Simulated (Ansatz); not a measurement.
**Property card for Te2Mo**

Te₂Mo:
Space group P2₁/m (No. 11); a = 6.287 Å, b = 3.439 Å, c = 13.381 Å, α = γ = 90.00°, β = 93.59°

```csv
atom,site,symmetry,x,y,z
Te,2e,m,0.4417,0.2500,0.6525
Te,2e,m,0.5861,0.2500,0.1047
Te,2e,m,0.0937,0.7500,0.1529
Mo,2e,m,0.6796,0.2500,0.4932
Te,2e,m,0.0563,0.2500,0.3949
Mo,2e,m,0.1816,0.2500,0.0079
```

Space group P2_1/m (No. 11); conventional cell a = 6.2866 Å, b = 3.4390 Å, c = 13.3810 Å, α = 90.00°, β = 93.59°, γ = 90.00°.

Method: DFT-LDA in the program Ansatz with PAW potentials. Structure relaxed to zero pressure with the same functional. Other levels are named where they apply.

### Cell and energy

- Volume per atom: 24.06 Å³
- Density: 8.08 g/cm³
- Formation energy from the elements (no fitted shifts): -0.27 eV/atom

### Electronic structure

- Electronic character: metallic (no gap)
- Density of states at the Fermi level: 0.36 states/eV per atom (mean over ±0.08 eV)

The workflow started from an entry of the Crystallography Open Database (COD), which files this formula under 2 space groups. It is not the phase usual at ambient conditions (space group No. 194). The LDA relaxation kept the symmetry of its start; its stability against distortions is not shown here. No spin polarisation was allowed. A crystal of weakly bound layers computed without a dispersion correction: the cell and the soft elastic constants depend strongly on that. The references are the lowest solids computed at this level, not always the standard phases. Scalar-relativistic: spin–orbit coupling is off unless named, which matters more the heavier the elements.

Potentials: the earlier of the program's two PAW sets.
